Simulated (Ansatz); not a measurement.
PbS:
```
CELL_PARAMETERS angstrom
      0.00000     3.00435     3.00435
      3.00435     0.00000     3.00435
      3.00435     3.00435     0.00000
ATOMIC_POSITIONS crystal
  Pb 0.00000 0.00000 0.00000
  S  0.50000 0.50000 0.50000
```

Relaxed with PBE. Special points in fractions of this cell's reciprocal vectors: Γ (0.000, 0.000, 0.000); X (0.500, 0.000, 0.500); U (0.625, 0.250, 0.625); K (0.375, 0.375, 0.750); L (0.500, 0.500, 0.500); W (0.500, 0.250, 0.750).

Task: List the band energies nearest the valence-band maximum at these points for PBE (plane waves, PAW; program Ansatz).

Result: In eV from the valence-band maximum; about four levels below and three above (degenerate sets whole), none deeper than 8.9 eV; points with the same levels are listed once.

| k | below | above |
|---|---|---|
| Γ | -6.06 -1.95 -1.95 -1.95 | 5.13 5.13 5.13 |
| X | -7.10 -4.84 -3.16 -3.16 | 4.06 5.48 5.57 5.57 |
| U | -7.79 -4.44 -2.68 -2.30 | 3.36 4.11 5.01 |
| L | -8.59 -1.59 -1.59 0.00 | 0.49 2.07 2.07 |
| W | -7.76 -4.10 -4.10 -0.91 | 2.24 4.68 4.68 |

Space group Fm-3m (rock salt). Symmetry was held in the PBE relaxation; of distortions, only those at the zone centre were tested. Scalar-relativistic: spin–orbit coupling is off unless named, which matters more the heavier the elements.

Potentials: the later of the program's two PAW sets.
